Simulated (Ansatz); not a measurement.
Data:

SiC:
```
CELL_PARAMETERS angstrom
      2.61927     0.00000     0.00000
      0.00000     2.61927     0.00000
      0.00000     0.00000     2.61927
ATOMIC_POSITIONS crystal
  Si 0.00000 0.00000 0.00000
  C  0.50000 0.50000 0.50000
```

This is the PBEsol-relaxed structure.

**Question.** All from PBEsol in the plane-wave PAW code Ansatz, unless another level is named. Predict the electronic character.

**Answer.** metallic (no gap).

**Question.** Give the formation energy from the elements (no fitted shifts).

**Answer.** 1.73 eV/atom.

**Question.** What about the density of states at the Fermi level?

**Answer.** 0.41 states/eV per atom (mean over ±0.08 eV).

Space group Pm-3m (CsCl type). The cell is a constructed one: a structure type filled with these elements; neither database checked (COD, Materials Project) lists it. It is not the phase usual at ambient conditions (space group No. 186, 216). The cell was relaxed with PBEsol under the symmetry of its start. At this level the phase is dynamically unstable (imaginary phonons). The references are the lowest solids computed at this level, not always the standard phases.

Potentials: the later of the program's two PAW sets.
